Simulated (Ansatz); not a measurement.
Relaxed-ion elastic tensor of Cu3Pd (Cu3Au type, Pm-3m) in GPa (Voigt order), r²SCAN in the plane-wave PAW code Ansatz; density 9.95 g/cm³, 12.39 Å³ per atom.

```
 208   148   148   0.0   0.0   0.0
 148   208   148   0.0   0.0   0.0
 148   148   208   0.0   0.0   0.0
 0.0   0.0   0.0  80.9   0.0   0.0
 0.0   0.0   0.0   0.0  80.9   0.0
 0.0   0.0   0.0   0.0   0.0  80.9
```

Q: Is the crystal mechanically stable?

A: Yes: the smallest eigenvalue of C is 59.4 GPa.

Q: Work out the Voigt, Reuss and Hill averages.

A: K_V = 168, K_R = 168, K_H = 168; G_V = 60.5, G_R = 47.9, G_H = 54.2 GPa.

Q: Give Young's modulus, Poisson's ratio, Pugh's ratio and the universal anisotropy index.

A: E = 9KG/(3K + G) = 147 GPa; ν = 0.35; K/G = 3.10 (ductile by the Pugh limit of 1.75); A_U = 5G_V/G_R + K_V/K_R − 6 = 1.31.

Q: Estimate the sound speeds and the Debye temperature.

A: v_l = √((K + 4G/3)/ρ) = 4910 m/s, v_t = √(G/ρ) = 2330 m/s, mean 2620 m/s; Θ = (h/k)(3n/4πV)^(1/3) v_m = 338 K.

Q: Give the Zener ratio and Young's modulus along [100], [110] and [111].

A: A = 2C44/(C11 − C12) = 2.72; 1/E = S11 − 2(S11 − S12 − S44/2)Γ with Γ = 0, 1/4, 1/3 gives 84.2, 153, 209 GPa.

Q: Solve the Christoffel equation for the three sound speeds along [100], [110], [111].

A: Eigenvalues of C_ijkl n_j n_l equal ρv². In km/s, slowest first: [100] 2.85, 2.85, 4.57; [110] 1.73, 2.85, 5.10; [111] 2.17, 2.17, 5.27.

The workflow started from an entry of the Crystallography Open Database (COD), which files this formula under 3 space groups. Whether it is the stable phase at ambient conditions was not checked. Symmetry was held in the r²SCAN relaxation; of distortions, only those at the zone centre were tested. No spin polarisation was allowed. As this level gives no gap, shear constants depend on the k-mesh and smearing (Fermi–Dirac, 0.1 eV here).

Potentials: the later of the program's two PAW sets.
